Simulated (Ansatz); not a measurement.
Mn:
```
Mn
1.0
    2.80358     0.00000     0.00000
    0.00000     2.80358     0.00000
    0.00000     0.00000     3.70742
Mn
2
Direct
  0.00000   0.00000   0.00000
  0.50000   0.50000   0.50000
```
Starting moments (μB, in the order of the atoms Mn Mn): 3.9 -3.9.

Relaxed with r²SCAN. Special points in fractions of this cell's reciprocal vectors: Γ (0.000, 0.000, 0.000); X (0.000, 0.500, 0.000); M (0.500, 0.500, 0.000); Z (0.000, 0.000, 0.500); R (0.000, 0.500, 0.500); A (0.500, 0.500, 0.500).

Problem. List the band energies nearest the Fermi level at these points for plane-wave PAW r²SCAN (Ansatz code).

Solution. In eV from the Fermi level; about four levels below and three above (degenerate sets whole), none deeper than 8.9 eV; points with the same levels are listed once.

```
k                      below                above
---  -----------------------  -------------------
Γ ↑  -4.76 -2.81 -2.81 -2.37  0.44 0.95 2.22 2.22
X ↑  -3.04 -2.50 -0.48 -0.46       0.50 1.43 1.98
M ↑  -4.19 -4.19 -1.86 -0.21  0.88 0.88 1.75 1.75
Z ↑  -2.90 -2.72 -2.72 -2.33       0.06 1.55 1.55
R ↑  -2.82 -1.15 -1.05 -0.72       0.71 1.95 2.22
A ↑  -1.97 -1.85 -1.13 -1.13  2.51 3.50 6.84 6.84
```

Space group I4/mmm (body-centred tetragonal). The cell is a constructed one: a structure type filled with these elements; neither database checked (COD, Materials Project) lists it. It is not the phase usual at ambient conditions (space group No. 217). The cell keeps a stress of up to 0.2 GPa. Symmetry was held in the r²SCAN relaxation, as lowered by the spin order; whether a distortion lowers the energy is not shown. The final state is antiferromagnetic, chosen from 3 collinear starts compared on coarse meshes (ties went to the first, and starts can fall back to one state), not a proven ground state. Other orbital occupations within this spin state were not tried. For itinerant 3d metals, meta-GGAs of the SCAN family and hybrids are commonly reported to give too large moments. Point labels and valley counts follow the cell and symmetry of the run, lower than the named group.

Potentials: the later of the program's two PAW sets.
